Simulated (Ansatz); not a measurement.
**Stationary points along a deformation path in Ta**

The calculation used DFT PBEsol, scalar-relativistic, plane waves, PAW in Ansatz. Cutoff 420 eV, Γ-centred 28×28×28 k-points, Gaussian smearing of 0.15 eV. Spin–orbit coupling is left out, which can shift energies with elements as heavy as these. No spin polarisation. Energies are free energies at this smearing, counted from the undisturbed cell; pressure is positive in compression.

The undisturbed cell (relaxed at this level; with this scan's settings it stands at 0.2 GPa):

```
Ta
1.0
    -1.64026    1.64026    1.64026
     1.64026   -1.64026    1.64026
     1.64026    1.64026   -1.64026
Ta
1
Cartesian
  0.0000 0.0000 0.0000
```

At fixed volume and fractional coordinates, lengths along (0.000, 0.000, 1.000) are scaled against those across it; ρ is that ratio over its starting value. V = 17.652 Å³/atom. Δσ is the stress along the axis less the mean stress across it (compression positive).

```
    ρ  ΔE (meV/atom)  Δσ (GPa) space group
0.707          422.9     23.25       I4/mmm
0.780          219.4     28.83       I4/mmm
0.850           86.0     14.06       I4/mmm
1.000            0.0      0.00        Im-3m
1.200          127.6    -16.84       I4/mmm
1.414          277.5     -0.03        Fm-3m
```

**Question.** How does the stress give the slope of the energy, and where is the energy stationary?

**Answer.** Along the path d ln(length) is 2/3 d ln ρ on the axis and −1/3 d ln ρ across it, so dE/d ln ρ = −(2/3) V Δσ: the energy falls with ρ where Δσ is positive. Δσ vanishes or changes sign at ρ = 1.000 (Im-3m), a minimum at 0.0 meV/atom; at ρ = 1.414 (Fm-3m, an end of the scan), at 277.5 meV/atom. Pairs of stationary points between two samples would go unseen, and could change a minimum read from distant neighbours into a maximum. At ρ = 1.000, 1.414 the cell is cubic, where symmetry alone makes the stress isotropic and the slope zero.

In a metal these slopes depend on the k mesh and the smearing.

Cost: 6 runs of about 2.7 core-minutes in all, on Intel Xeon Platinum 8259CL (Skylake/Cascade Lake) (shared hosts).